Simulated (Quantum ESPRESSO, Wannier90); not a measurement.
**Wannier functions of RbH (rock salt)**

```xyz
2
Lattice="0.0000 3.0041 3.0041 3.0041 0.0000 3.0041 3.0041 3.0041 0.0000" Properties=species:S:1:pos:R:3 pbc="T T T"
Rb     3.0041     3.0041     3.0041
H      0.0000     0.0000     0.0000
```

Cell from Materials Project (mp-24721), symmetrised, no further relaxation. COD (Crystallography Open Database) has an entry of this formula and space group (matched by these alone). Method: PBEsol plane waves in Quantum ESPRESSO 7.5 (PseudoDojo norm-conserving files, 58 Ry, no spin polarisation, no spin-orbit coupling), Bloch states on a 10×10×10 mesh through Γ, Wannier90 4.0.1. Density: 10×10×10 mesh, cold smearing 0.01 Ry.

A tight-binding model is made by disentanglement and projection with no localisation steps (num_iter = 0), so the 2 orbitals stay atom-like: hydrogen-like Rb: s; H: s, axes along x, y, z; frozen window up to 4.23 eV relative to the valence-band maximum. It follows pw.x to 15 meV rms for states up to 3.7 eV relative to the valence-band maximum. Matrix elements depend on this choice of orbitals and windows.

What are the on-site energies relative to the valence-band maximum, and how fast do the hoppings decay?


```json
[
 {"atom": "Rb1", "orbitals": "s", "energy (eV)": "4.19"},
 {"atom": "H2", "orbitals": "s", "energy (eV)": "-0.21"}
]
```

```json
[
 {"distance of the centres (Å)": "3–4", "largest modulus (eV)": "0.56"},
 {"distance of the centres (Å)": "4–5", "largest modulus (eV)": "0.11"},
 {"distance of the centres (Å)": "5–6", "largest modulus (eV)": "0.052"},
 {"distance of the centres (Å)": "6–7", "largest modulus (eV)": "0.35"},
 {"distance of the centres (Å)": "7–8", "largest modulus (eV)": "0.011"},
 {"distance of the centres (Å)": "8–9", "largest modulus (eV)": "0.050"},
 {"distance of the centres (Å)": "9–10", "largest modulus (eV)": "0.042"},
 {"distance of the centres (Å)": "10–11", "largest modulus (eV)": "0.0030"},
 {"distance of the centres (Å)": "11–12", "largest modulus (eV)": "0.0048"},
 {"distance of the centres (Å)": "12–13", "largest modulus (eV)": "0.070"}
]
```
